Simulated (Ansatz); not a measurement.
NaLiCdS2 in space group P3m1 (No. 156; Pearson symbol hP5), the program Ansatz at the PBEsol level (PAW). The conduction-band minimum lies at Γ, with 1 equivalent valley. Second derivatives d²E/dk² of the lowest band at one valley (eV·Å²), along Cartesian directions:

```json
[
 {"direction": "[100]", "d²E/dk²": "43.96"},
 {"direction": "[010]", "d²E/dk²": "43.96"},
 {"direction": "[001]", "d²E/dk²": "35.31"},
 {"direction": "[110]", "d²E/dk²": "43.96"},
 {"direction": "[101]", "d²E/dk²": "39.66"},
 {"direction": "[011]", "d²E/dk²": "39.65"}
]
```

Find the principal effective masses, the density-of-states mass and the conductivity mass.

Off-diagonal terms follow from H_xy = H[110] − (H_xx + H_yy)/2, and m*/mₑ = 7.620 eV·Å² over each eigenvalue: 0.17, 0.17, 0.22. One valley's DOS mass (m₁m₂m₃)^(1/3) = 0.19, conductivity mass 3/(Σ 1/mᵢ) = 0.19 mₑ.

What effective density of states Nc follows at 300 K for parabolic valleys?

Nc = 2.509e19 × 1 × (0.19)^(3/2) ≈ 2.1e18 cm⁻³.

The workflow started from a Materials Project entry (that database holds measured and hypothetical structures alike); the Crystallography Open Database copy checked does not list it. Whether it is the stable phase at ambient conditions was not checked. Symmetry was held in the PBEsol relaxation; its stability against distortions is not shown here. Spin–orbit coupling is left out wherever it is not named.

Potentials: the later of the program's two PAW sets.

Edges and masses are those of Kohn–Sham bands, whose gap is no quasiparticle gap.
